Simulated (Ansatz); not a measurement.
# A table of calculated ⁷⁹Br parameters

Level of theory: DFT, PBE, plane waves and PAW, scalar-relativistic, 420 eV cutoff (Ansatz 0.2.0). Q = 308.7 mb (Pyykkö 2018), I = 3/2. The cells come from the COD and the Materials Project (computed, not necessarily observed phases), with the atoms as given or relaxed (PBE, cell held). Spin–orbit coupling is left out, which moves gradients at and beside heavy atoms (Bi, Cs, Pb) by some per cent and at some sites by far more. At most two sites a crystal are listed; metals, magnetic cells and gradients under 0.03 × 10²¹ V/m² (0.12 where the gap is under 1 eV) that symmetry doesn't force to zero are left out, and those under about 0.1 are uncertain even in sign.

```tsv
crystal	space group	first shell of Br	C_Q (MHz)	η
Cs3CdBr5	I4/mcm	1 Cd at 2.61 Å	174	0.00
Cs3Sc2Br9	P6_3/mmc	1 Sc at 2.56 Å	62.5	0.02
Rb3Sc2Br9	P6_3/mmc	1 Sc at 2.55 Å	57.0	0.01
Cs2AgBiBr6	Fm-3m	1 Ag at 2.77 Å, 1 Bi at 2.84 Å, angle 180°	?	?
Cs3Sc2Br9	P6_3/mmc	2 Sc at 2.78 Å, angle 82°	-93.3	0.39
CsPbBr3	Pnma	2 Pb at 3.00–3.01 Å, angle 151°	149	0.03
CsPbBr3	Pnma	2 Pb at 3.00 Å, angle 156°	155	0.13
Rb3Sc2Br9	P6_3/mmc	2 Sc at 2.77 Å, angle 82°	-88.6	0.43
Cs3CdBr5	I4/mcm	6 Cs at 3.64–3.99 Å	4.15	0.00
```

Q: Estimate the withheld values.

A: Cs2AgBiBr6 (1 Ag at 2.77 Å, 1 Bi at 2.84 Å, angle 180°): C_Q = 222 MHz, η = 0.00.

By the number of first neighbours, |C_Q| spans 57 to 174 MHz with 1, 89 to 222 MHz with 2.

The crystals are a selection from a larger pool of database entries, not a random sample of it.
